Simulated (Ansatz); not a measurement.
# Strain and the gap of PtSTe (Janus 1T monolayer)

PtSTe (Janus 1T monolayer), relaxed with r2SCAN in the plane-wave code Ansatz. In-plane lattice: a = 3.773 Å, b = 3.773 Å, γ = 120.0°; thickness between the outer nuclei 2.64 Å. Pt is surrounded by 3 S at 2.49 Å and 3 Te at 2.61 Å; S is surrounded by 3 Pt at 2.49 Å; Te is surrounded by 3 Pt at 2.61 Å.

The axes x, y and z are those of this cell:
```
Pt S Te
1.0
     3.77339    0.00000    0.00000
    -1.88669    3.26785    0.00000
     0.00000    0.00000   30.10577
Pt S Te
1 1 1
Direct
  0.00000 0.00000 0.30152
  0.33333 0.66667 0.34150
  0.66667 0.33333 0.25382
```
Periodic in the plane only; c spans the vacuum.

Unstrained: With PBE the valence top lies at Γ–K (0.38 of the way from Γ) and the conduction bottom at K, 0.925 eV higher; the smallest vertical gap, at Γ–M (0.40 of the way from Γ), is 1.328 eV. r2SCAN gives an indirect gap of 1.065 eV, from Γ–K (0.38 of the way from Γ) to K; the least direct gap is 1.515 eV at Γ–M (0.40 of the way from Γ). HSE06 gives an indirect gap of 1.487 eV, from Γ to K; the least direct gap is 1.951 eV at Γ–M (0.40 of the way from Γ). Meshes: PBE 12×12×1, r2SCAN 12×12×1, HSE06 6×6×1. Strains are changes of length per length, and xy shears are angles. After each strain the atoms were relaxed again with r2SCAN within the symmetry that the strain leaves, so tilts or polar shifts that break it weren't tested; points keep the names that they have in the unstrained zone. (Calculated; spin-unpolarised; the phase may be known or hypothetical.)

Changes of the least gap in eV (an overlap counts as a negative gap):

| strain | area change (%) | space group | PBE | r2SCAN | HSE06 | energy rise, r2SCAN (meV/atom) |
| --- | --- | --- | --- | --- | --- | --- |
| xy shear, engineering strain (angle) +2.0 % | 0.0 | – | -0.029 | -0.031 | -0.079 | 1.4 |
| in-plane biaxial -5.0 % | -9.8 | – | -0.479 | -0.496 | -0.585 | 63.0 |
| uniaxial +0.5 % along x | +0.5 | – | 0.000 | -0.001 | +0.008 | 0.2 |
| uniaxial -1.0 % along y | -1.0 | – | -0.040 | -0.039 | -0.092 | 0.9 |

Xy shear, engineering strain (angle) +2.0 %. HSE06: the gap goes from 1.487 to 1.408 eV (-0.079 eV); with r2SCAN the top three valence levels at Γ, grouped 2+1 from the top over 411 meV, become 1+1+1 over 491 meV. Stress change with r2SCAN, compression positive: xx 0.00, yy 0.00, xy -0.54 N/m.

In-plane biaxial -5.0 %. HSE06: the gap goes from 1.487 to 0.902 eV (-0.585 eV); with r2SCAN the top three valence levels at Γ, grouped 2+1 from the top over 411 meV, become 2+1 over 1129 meV. Stress change with r2SCAN, compression positive: xx +5.25, yy +5.25 N/m. For HSE06, dE_g/d ln A = 5.7 eV over this step.

Uniaxial +0.5 % along x, other directions held. HSE06: the gap goes from 1.487 to 1.495 eV (+0.008 eV); with r2SCAN the top three valence levels at Γ, grouped 2+1 from the top over 411 meV, become 1+1+1 over 401 meV. Stress change with r2SCAN, compression positive: xx -0.37, yy -0.09 N/m.

Uniaxial -1.0 % along y, other directions held. HSE06: the gap goes from 1.487 to 1.395 eV (-0.092 eV); with r2SCAN the top three valence levels at Γ, grouped 2+1 from the top over 411 meV, become 1+1+1 over 506 meV. Stress change with r2SCAN, compression positive: xx +0.21, yy +0.75 N/m.

No spin-orbit coupling is included; it can move band edges with weight on the heavy atoms by tenths of an eV.

Where an edge lies off the special points, it is a point of the mesh or the k point where a search put PBE's edge or least direct gap, reused for the other functionals, whose own edges may lie a little apart.

The meshes of the hybrids are coarse, so their gaps aren't converged to the digits shown.

The splittings at Γ are without spin-orbit coupling, which regroups them where it is of like size or larger.
